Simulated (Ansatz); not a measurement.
**How far is PAW off for Sn?**

```yaml
crystal:
  lattice:
    - [-1.57484, 1.57484, 2.91565]
    - [1.57484, -1.57484, 2.91565]
    - [1.57484, 1.57484, -2.91565]
  atoms:
    - { symbol: Sn, position: [0.00000, 0.00000, 0.00000] }
```

The cell comes from COD entry 1540069, which wasn't checked; take it as a given geometry. The listed cell was then made from it by scaling, straining or moving an atom.

No spin–orbit coupling, which matters for the heavy atoms here.

Levels of theory: DFT, PBEsol, PAW with Ansatz's default frozen-core files, scalar-relativistic (Ansatz 0.2.0); DFT, PBEsol, all-electron LAPW, scalar-relativistic (Ansatz 0.2.0).

For PAW: a Γ-centred 15×15×18 k mesh, Fermi–Dirac smearing of 0.08 eV, cutoff 420 eV, no spin polarisation; the PAW files were made with PBE, and the program remakes their frozen cores for this functional; this mesh doesn't keep the crystal's whole symmetry, which leaves small spurious terms. LAPW targets a basis error of 0.25 meV/atom. The Ansatz runs share mesh, smearing and spin set-up. Plane-wave (PAW) pressures include the program's estimate of the Pulay term.

Stress and pressure are positive in compression.

The change that made this cell: equal xx and yy strain of -1 %.

PAW results:

```csv
quantity,PAW
pressure (GPa),-3.32
stress xx (GPa),-2.42
stress zz (GPa),-5.11
stress xy (GPa),0.05
```

Task: What does full-potential LAPW give for the same quantities?

Result: 
```
       quantity   LAPW
 pressure (GPa)  -3.31
stress xx (GPa)  -2.42
stress zz (GPa)  -5.11
stress xy (GPa)   0.05
```
